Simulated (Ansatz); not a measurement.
Relaxed candidate structures of B₆P:

A. Immm (No. 71), oI14; a = 3.914 Å, b = 5.179 Å, c = 5.853 Å, α = 90.00°, β = 90.00°, γ = 90.00°; B 2c (0.000, 0.000, 0.500); B 2a (0.000, 0.000, 0.000); B 8l (0.000, 0.180, 0.255); P 2b (0.500, 0.000, 0.000)

B. Fmm2 (No. 42), oF28; a = 5.803 Å, b = 6.699 Å, c = 9.668 Å, α = 90.00°, β = 90.00°, γ = 90.00°; B 8c (0.000, 0.265, 0.184); B 16e (0.242, 0.124, 0.207); P 4a (0.000, 0.000, 0.550)

C. Pm-3 (No. 200), cP7; a = b = c = 3.774 Å, α = β = γ = 90.00°; B 6g (0.000, 0.273, 0.500); P 1a (0.000, 0.000, 0.000)

D. Pm-3m (No. 221), cP7, AFLOW prototype A6B_cP7_221_f_a (D2_1, as in CaB6); a = b = c = 4.1454 Å, α = β = γ = 90.00°; P 1a (0.000, 0.000, 0.000); B 6f (0.198, 0.500, 0.500)

### Question
Order them by energy per atom (lowest first) at the level PBE (plane waves to 420 eV, PAW, scalar-relativistic; Ansatz, a quantum-chemistry and plane-wave program).

### Answer
B (reference, the lowest among the structures calculated here), D (+0.22 eV/atom), A (+0.35 eV/atom), C (+1.11 eV/atom)

Each run could gain symmetry but not lose that of its start, so entries can be saddle points. All of these are generated cells (placed on structure types, drawn at random, substituted or restacked) that were not matched to a known phase here. The real structure of this composition may not be among these, and whether this composition forms is not checked here. Energies are at zero temperature and pressure, without zero-point motion. No spin polarisation in the result. No dispersion correction is included, so spacings between layers, chains or molecules are soft and tend to come out too large.
